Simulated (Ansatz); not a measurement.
Response of WC to small distortions

```
W C
1.0
     2.90050    0.00000    0.00000
    -1.45025    2.51191    0.00000
     0.00000    0.00000    2.82900
W C
1 1
Direct
  0.00000 0.00000 0.00000
  0.66667 0.33333 0.50000
```

Atoms are numbered in the order listed.

Conventional cell: a = 2.901 Å, b = 2.901 Å, c = 2.829 Å, α = 90.00°, β = 90.00°, γ = 120.00°. W (atom 1) has 6 C at 2.19 Å as nearest neighbours. Around C (atom 2) lie 6 W at 2.19 Å.

The cell is a measured one (Crystallography Open Database entry 2102244); the temperature and pressure of the measurement aren't taken into account, and nothing was relaxed.

Spin–orbit coupling is left out, though it moves levels of the heavy atoms by tenths of an eV or more.

These are results of DFT, PBEsol, all-electron LAPW, scalar-relativistic (Ansatz 0.2.0), not measurements.

Numerical set-up: a Γ-centred 13×13×12 k mesh, Fermi–Dirac smearing of 0.05 eV, basis error target 1 meV/atom, no spin polarisation.

The unchanged cell is at -0.77 GPa.

In a metal, stresses and small energies carry noise from the k mesh.

x, y and z are the Cartesian axes of the cell as listed; fractional coordinates follow a strain, and an engineering shear is twice the off-diagonal strain component.

**Question.** One change gave: energy change +3 meV/atom; stress change (xx, yy, zz, yz, xz, xy) 0.11, 0.12, 0.14, 3.23, 3.23, 2.48 GPa, compression positive; change of the force on C2 (0.063, -0.001, 0.006) eV/Å. Which change was it?
A. equal xy, yz and zx engineering shear strains of -3 %
B. equal xy, yz and zx engineering shear strains of +2 %
C. equal xy, yz and zx engineering shear strains of -1 %

**Answer.** C. For equal xy, yz and zx engineering shear strains of -3 %: energy change +27 meV/atom; stress change (xx, yy, zz, yz, xz, xy) 0.97, 1.18, 1.20, 9.87, 9.89, 7.90 GPa, compression positive; change of the force on C2 (0.219, 0.000, 0.057) eV/Å. For equal xy, yz and zx engineering shear strains of +2 %: energy change +11 meV/atom; stress change (xx, yy, zz, yz, xz, xy) 0.42, 0.50, 0.53, -6.22, -6.23, -4.83 GPa, compression positive; change of the force on C2 (-0.088, -0.002, 0.025) eV/Å.
